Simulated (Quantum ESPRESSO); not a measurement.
# MoTa5WPt: one composition in several site orders

Computed values, not a measurement. The program is pw.x of Quantum ESPRESSO 7.5 (plane-wave density functional theory). The cell is made up: eight metal atoms on a hexagonal close-packed lattice, with elements, volume, strain and displacements drawn at random and not relaxed, so it may be unstable or far from any real phase. PseudoDojo standard norm-conserving files set the functional (PBE unless stated); there is no spin polarisation or spin-orbit coupling, the Fermi-Dirac width of 0.25 eV means electrons at about 2900 K, and the masses in the input are unused placeholders. Heavy elements are run without spin-orbit coupling, which real alloys of them have. A spin test at this wide smearing found no moment, but such smearing suppresses magnetism that the real alloy may have.

The runs put one composition on the sites in different orders. Cell, positions, cutoff, mesh and smearing stay as in the input of run 1; sites are counted in its order. Stress in the tables is positive in tension.

Input of run 1:

```
&control calculation='scf', pseudo_dir='./dojo.nc.sr.pbe.v0_5.standard.upf', outdir='./o', disk_io='minimal', tprnfor=.true., tstress=.true. /
&system ibrav=0, nat=8, ntyp=4, nbnd=74, ecutwfc=84.00895049, nosym=.true., tot_charge=0,
 occupations='smearing', smearing='fd', degauss=0.0183746611
/
&electrons conv_thr=1.470e-08, electron_maxstep=70, mixing_beta=0.5 /
ATOMIC_SPECIES
Mo 1.0 Mo.upf
Pt 1.0 Pt.upf
Ta 1.0 Ta.upf
W 1.0 W.upf
CELL_PARAMETERS angstrom
-2.8894 -0.0011 -0.0472
-0.0746 4.9451 -4.7727
-0.0785 -5.0399 -4.8739
ATOMIC_POSITIONS angstrom
Mo 0.0201 0.0197 -0.0018
Ta -0.0304 1.6002 -2.4106
Ta -0.1468 -0.0097 -4.8088
W -0.1494 1.59 -7.248
Pt -1.5284 -0.8929 -2.4658
Ta -1.5773 -2.5815 -4.8552
Ta -1.5483 -0.8949 -7.2589
Ta -1.4944 2.4292 -4.8157
K_POINTS automatic
8 4 4 1 1 1
```

| run | elements on sites 1 to 8 | free energy less that of run 1 (eV) | -TS (eV) | pressure (GPa) | stress xx (GPa) | stress yy (GPa) | stress zz (GPa) | stress yz (GPa) | stress xz (GPa) | stress xy (GPa) | iterations |
| --- | --- | --- | --- | --- | --- | --- | --- | --- | --- | --- | --- |
| 1 | Mo Ta Ta W Pt Ta Ta Ta | 0.000 | -1.897 | 3.55 | -0.99 | -3.07 | -6.60 | -1.64 | -0.54 | 0.51 | 22 |
| 2 | W Ta Mo Ta Pt Ta Ta Ta | 0.019 | -1.868 | 3.52 | -1.40 | -1.45 | -7.72 | -0.28 | -0.06 | -0.07 | 20 |
| 3 | Pt Ta Mo Ta W Ta Ta Ta | 0.086 | -1.948 | 3.52 | -0.87 | -2.22 | -7.47 | -0.78 | -0.71 | -0.92 | 20 |
| 4 | Pt Mo Ta Ta Ta Ta Ta W | 0.137 | -1.941 | 3.73 | -1.10 | -3.35 | -6.73 | 0.28 | -0.97 | -1.19 | 21 |
| 5 | Ta Ta Pt Ta Ta W Mo Ta | 0.177 | -1.933 | 3.82 | -1.01 | -3.12 | -7.32 | -1.41 | -1.04 | 1.27 | 20 |
| 6 | Ta Ta Pt Ta Ta Mo W Ta | 0.192 | -1.958 | 3.73 | -1.06 | -3.45 | -6.70 | -1.20 | -1.08 | 1.28 | 21 |

Forces Fx Fy Fz (eV/Å):

```
site              run 1              run 2              run 3              run 4              run 5              run 6
   1  -0.05 -0.13 -0.73  -0.03 -0.24 -1.04  -0.13 -0.60 -0.31  -0.13 -0.72 -0.13    0.05 -0.30 0.19    0.05 -0.34 0.17
   2    0.05 -0.56 0.56   -0.02 -0.75 0.21    0.08 -0.18 0.42    0.15 0.40 -0.10    -0.26 0.97 0.34    -0.25 0.99 0.34
   3    0.03 -0.33 0.56   -0.03 -0.11 0.61   -0.20 -0.30 0.10  -0.06 -0.12 -0.22   0.28 -0.79 -0.45   0.27 -0.69 -0.50
   4     0.02 0.32 0.22     0.05 0.54 0.52     0.05 0.45 0.30    -0.07 0.13 0.66    0.12 -0.39 0.37    0.13 -0.33 0.25
   5     0.06 0.02 0.34     0.05 0.24 0.21    0.14 -0.04 0.69     0.06 0.48 1.87  -0.10 -0.11 -0.97  -0.09 -0.04 -1.02
   6   -0.09 -0.27 0.42   -0.03 0.31 -0.10   -0.01 0.22 -0.27   0.01 -0.32 -1.11   -0.17 1.30 -0.64   -0.18 1.09 -0.54
   7    0.05 0.24 -0.35    0.03 -0.13 0.14  -0.06 -0.22 -0.50  -0.05 -0.81 -1.33    0.09 -0.46 1.14    0.07 -0.47 1.28
   8   -0.08 0.73 -1.02   -0.01 0.14 -0.55    0.12 0.66 -0.45     0.10 0.96 0.37   -0.01 -0.23 0.03    0.00 -0.21 0.01
```

The sites are displaced and not relaxed, so the energy differences mix bonding between neighbours with strain and are not ordering energies. A rerun of one cell of this series at a higher cutoff and on a denser mesh moved values by no more than 0.005 eV in energy, 0.09 GPa in stress and 0.010 eV/Å in force, and a second program with other atomic files agreed on that cell to 2 % rms in force and 0.5 GPa in pressure.